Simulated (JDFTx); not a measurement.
| Property | Result |
|---|---|
| surface | Tl(0001) |
| bulk | Tl, P6_3/mmc, lattice of mp-82 (not re-optimised) |
| slab | 4 atoms in 4 planes, 1x1, 8.6 Å between the outermost planes |
| in-plane cell | 3.497 × 3.497 Å, 10.59 Å² |
| cell height | 24.5 Å |
| sampling | 8×8×1 k mesh, Fermi smearing 0.01 Ha, no spin polarisation |

Computed with JDFTx (a modified build): PBE, GBRV ultrasoft potentials, plane waves to 20/100 Ha. Liquid on both sides: linear PCM (GLSSA13), water, 2 M NaCl; nuclei fixed, outer atoms relaxed in vacuum. Potentials are on the SHE scale by the convention U = −μ/e − 4.44 V; references calibrated for a solvation model differ from this value. The model has bare, unreconstructed faces and no explicit solvent. Convergence in thickness and k mesh wasn't tested for this slab.

Question: Predict the potential of zero charge and the surface charge against electrode potential.

Answer: The potential of zero charge is -1.16 V vs SHE.

```csv
U (V vs SHE),μ (eV),excess electrons per cell,"σ (μC/cm², per face)",run
-1.85,-2.59,0.163,-12.3,fixed potential
-1.65,-2.79,0.119,-9.0,fixed potential
-1.30,-3.14,0.036,-2.7,fixed potential
-1.16,-3.28,0.000,0.0,neutral
-1.00,-3.44,-0.041,3.1,fixed potential
-0.96,-3.48,-0.053,4.0,fixed charge
-0.85,-3.59,-0.082,6.2,fixed potential
```
